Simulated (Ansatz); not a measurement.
**Strain response of LiRh**

Method: DFT PBEsol, scalar-relativistic, plane waves, PAW (Ansatz 0.2.0). (420 eV cutoff, 18×18×10 k-mesh, Gaussian smearing of 0.10 eV, no spin polarisation)

The relaxed crystal:

```yaml
crystal:
  lattice:
    - [2.62566, 0.00000, 0.00000]
    - [-1.31283, 2.27389, 0.00000]
    - [0.00000, 0.00000, 4.32600]
  atoms:
    - { symbol: Li, position: [0.00000, 0.00000, 0.50000] }
    - { symbol: Rh, position: [0.66667, 0.33333, 0.00000] }
```

Deformation: uniaxial strain along c, with the lengths of a and b and the atoms relaxed and the angles held, all within the symmetry that the strain leaves. Energies are extrapolated to zero smearing.

```csv
strain (%),ΔE (meV/atom),a (Å),b (Å),c (Å)
-6.0,28.2,2.639,2.639,4.066
-4.0,12.2,2.634,2.634,4.153
-2.0,3.0,2.629,2.629,4.239
+0.0,0.0,2.626,2.626,4.326
+2.0,2.9,2.623,2.623,4.413
+4.0,11.2,2.621,2.621,4.499
```

Problem. What stiffness (1/V) d²E/dε² at zero strain does a cubic fit over all points give?

Solution. A cubic fit gives (1/V) d²E/dε² = 182 GPa at zero strain (Young's modulus along this axis, angles held).

Problem. How does the free axis a answer a small strain?

Solution. Between the innermost points its strain is -0.06 times the applied one.